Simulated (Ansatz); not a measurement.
CuCl (zinc blende, F-43m), a = 5.290 Å, b = 5.290 Å, c = 5.290 Å, α = 90.00°, β = 90.00°, γ = 90.00°; the cell used has 2 atoms.

Relaxed with PBEsol.

**Question.** Give the optical modes at the zone centre with their infrared activity from DFPT, DFT-PBEsol in the program Ansatz with PAW potentials.

**Answer.** Transverse frequencies, without the LO–TO term; a row sums one degenerate level.

```json
[
 {"ω (cm⁻¹)": "168", "degeneracy": "3", "IR ((D/Å)²/amu)": "3.37", "activity": "IR", "symmetry": "T2"}
]
```

**Question.** How high does the top mode go among those that the LO–TO term moves?

**Answer.** 200 cm⁻¹ for q along x.

The cell was relaxed with PBEsol under the symmetry of its start. No spin polarisation was allowed.

Potentials: the earlier of the program's two PAW sets. The files were generated under PBE; for other functionals the program regenerates the frozen cores, and for LDA and PBEsol the local potential too.
